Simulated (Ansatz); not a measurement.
**Cd: energy along a strain**

Cd, P6_3/mmc, a = 2.979 Å, c = 5.618 Å (as given, not relaxed at this level: 2.9 GPa). Ansatz: PBE, PAW, 420 eV, Γ-centred 18×18×8 mesh on 2 atoms, Gaussian smearing 0.15 eV; no spin polarisation. Cell vectors (Å): 2.979 0.000 0.000; -1.489 2.580 0.000; 0.000 0.000 5.618. The cell is strained by x per cent times the pattern (1 1 0 0 0 0) in the order xx yy zz yz xz xy (engineering shears), with fractional coordinates held. y is the free energy over the start, V0 = 21.585 Å³/atom.

| x (%) | y (meV/atom) |
| --- | --- |
| -4.00 | ? |
| -3.00 | 47.46 |
| -2.00 | 25.90 |
| -1.00 | 10.45 |
| 0.00 | 0.00 |
| 1.00 | -6.41 |
| 2.00 | -9.39 |
| 3.00 | -9.29 |
| 3.50 | -8.17 |
| 4.00 | -6.40 |

Problem. Fit y = c1 x + c2 x² + c3 x³ to the other rows, get the stiffness along the pattern, and predict the missing energy.

Solution. Least squares on the rows shown. y = −8.4568 x + 2.1202 x² − 0.10429 x³. The clamped-ion stiffness p·C·p = 2 × 21.20 eV × 160.2 / 21.585 Å³ = 315 GPa (second derivative at the start, which stands under stress). With a term in x⁴ added, the coefficient of x² becomes 2.028, 4 % less, which shows how far this figure hangs on the form. At x = -4.00 the fit asked for gives 74.42 meV/atom. The run gave 76.15 meV/atom, so the fit is 1.73 meV/atom too low, 2 % of the span of the series, against an rms of 0.19 meV/atom on the fitted rows. The row lies outside the fitted range. With a term in x⁴ added, a fit to the same known rows predicts 76.50 meV/atom, so most of the miss is curvature that the known rows already hold.